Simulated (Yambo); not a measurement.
Absorption of CsCdF$_{3}$ (cubic perovskite, space group Pm-3m, No. 221) with and without the electron-hole interaction (Yambo, LDA bands; 8×8×8 mesh, 9 valence and 3 conduction bands, static screening with 56 bands and a 3 Ry block, scissor 3.44 eV, Tamm-Dancoff; field along x).

| E (eV) | Im ε, BSE | Im ε, independent quasiparticles |
|---|---|---|
| 5.87 | 0.12 | 0.02 |
| 5.97 | 0.14 | 0.02 |
| 6.07 | 0.17 | 0.02 |
| 6.17 | 0.22 | 0.02 |
| 6.27 | 0.28 | 0.02 |
| 6.38 | 0.38 | 0.03 |
| 6.48 | 0.54 | 0.03 |
| 6.58 | 0.85 | 0.03 |
| 6.68 | 1.50 | 0.03 |
| 6.78 | 2.79 | 0.04 |
| 6.88 | 3.77 | 0.04 |
| 6.98 | 2.58 | 0.05 |
| 7.08 | 1.56 | 0.05 |
| 7.18 | 1.24 | 0.06 |
| 7.28 | 1.31 | 0.07 |
| 7.38 | 1.24 | 0.09 |
| 7.48 | 1.14 | 0.11 |
| 7.58 | 1.36 | 0.16 |
| 7.68 | 1.68 | 0.19 |
| 7.78 | 1.98 | 0.26 |
| 7.88 | 2.61 | 0.38 |
| 7.98 | 3.32 | 0.48 |
| 8.08 | 3.39 | 0.55 |
| 8.18 | 2.36 | 0.58 |
| 8.28 | 1.49 | 0.56 |
| 8.38 | 1.10 | 0.56 |
| 8.48 | 0.95 | 0.50 |
| 8.58 | 0.97 | 0.54 |
| 8.68 | 1.03 | 0.71 |
| 8.78 | 1.05 | 0.90 |
| 8.89 | 0.95 | 1.05 |
| 8.99 | 0.79 | 1.07 |
| 9.09 | 0.69 | 1.02 |
| 9.19 | 0.69 | 1.05 |
| 9.29 | 0.71 | 1.11 |
| 9.39 | 0.74 | 1.13 |
| 9.49 | 0.74 | 1.40 |
| 9.59 | 0.78 | 1.85 |
| 9.69 | 0.73 | 2.16 |
| 9.79 | 0.65 | 1.97 |
| 9.89 | 0.58 | 1.73 |
| 9.99 | 0.61 | 1.55 |
| 10.09 | 0.62 | 1.40 |
| 10.19 | 0.67 | 1.44 |
| 10.29 | 0.74 | 1.41 |
| 10.39 | 0.87 | 1.35 |
| 10.49 | 0.95 | 1.44 |
| 10.59 | 1.03 | 1.39 |
| 10.69 | 1.17 | 1.29 |
| 10.79 | 1.44 | 1.17 |
| 10.89 | 1.62 | 1.09 |
| 10.99 | 1.54 | 1.12 |
| 11.09 | 1.16 | 1.10 |

The scissor comes from a G0W0 run whose convergence isn't established. Broadening 0.15 eV. The band window holds all transitions up to 11.1 eV. Fine structure above the onset can come from the mesh.

Spin-orbit splittings are left out. The cell is held in this high symmetry; tilts and polar distortions were not searched.

Geometry of the Materials Project entry, not relaxed at this level; primitive cell a = 4.487 Å, b = 4.487 Å, c = 4.487 Å, α = 90.00°, β = 90.00°, γ = 90.00°.

The structure is a Materials Project entry; no match was found in the copy of COD used, and its stability was not checked.
